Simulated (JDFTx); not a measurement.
| Property | Result |
|---|---|
| surface | HfB2(1 0 -1 0), B outermost, slab composition Hf2B6 |
| bulk | HfB2, P6/mmm, lattice of mp-1994 (not re-optimised) |
| slab | 8 atoms in 8 planes, 1x1, 6.3 Å between the outermost planes |
| in-plane cell | 3.133 × 3.479 Å, 10.90 Å² |
| cell height | 22.3 Å |
| sampling | 8×6×1 k mesh, Fermi smearing 0.01 Ha, no spin polarisation |

Whether this polymorph is the ambient one wasn't checked. Neither spin polarisation nor a larger cell was tried.

All numbers are PBE, GBRV ultrasoft potentials, plane waves to 20/100 Ha results from a modified build of JDFTx, not measurements. Vacuum. The outer atoms relax from bulk positions, keeping the cell's symmetry; the lattice is not PBE's own optimum in this code, and that strain can shift the moves by a few hundredths of an ångström. Input:

```
lattice \
  5.9199068581 0.0000000000 0.0000000000 \
  0.0000000000 6.5747540301 0.0000000000 \
  0.0000000000 0.0000000000 42.1408925792
coords-type Lattice
ion B 0.7229876270 0.5000000000 -0.1419346940 1
ion B 0.2229876270 0.5000000000 -0.1013819240 1
ion B 0.2229876270 0.5000000000 -0.0202763850 0
ion B 0.7229876270 0.5000000000 0.0202763850 0
ion B 0.7229876270 0.5000000000 0.1013819240 1
ion B 0.2229876270 0.5000000000 0.1419346940 1
ion Hf 0.7229876270 0.0000000000 -0.0608291540 0
ion Hf 0.2229876270 0.0000000000 0.0608291540 0
ion-species pseudo/b_pbe_v1.4.upf
ion-species pseudo/hf_pbe_v1.upf
elec-cutoff 20 100
elec-ex-corr gga-PBE
coulomb-interaction Slab 001
coulomb-truncation-embed 0 0 0
kpoint-folding 8 6 1
elec-smearing Fermi 0.01
lcao-params 10
elec-n-bands 34
electronic-scf nIterations 100 energyDiffThreshold 1e-07
ionic-minimize nIterations 10 energyDiffThreshold 1e-5 knormThreshold 4e-4
dump-name vac.$VAR
dump End State Ecomponents EigStats BandEigs Forces ElecDensity IonicPositions Fillings Kpoints Dtot
```

Problem. How far do the free atoms of the upper face move along the normal, and how much energy is released?

Solution. B (atom 6) -0.26 Å, B (atom 5) 0.10 Å (positive: outward). The free energy falls by 1.162 eV per cell, 854 mJ/m².
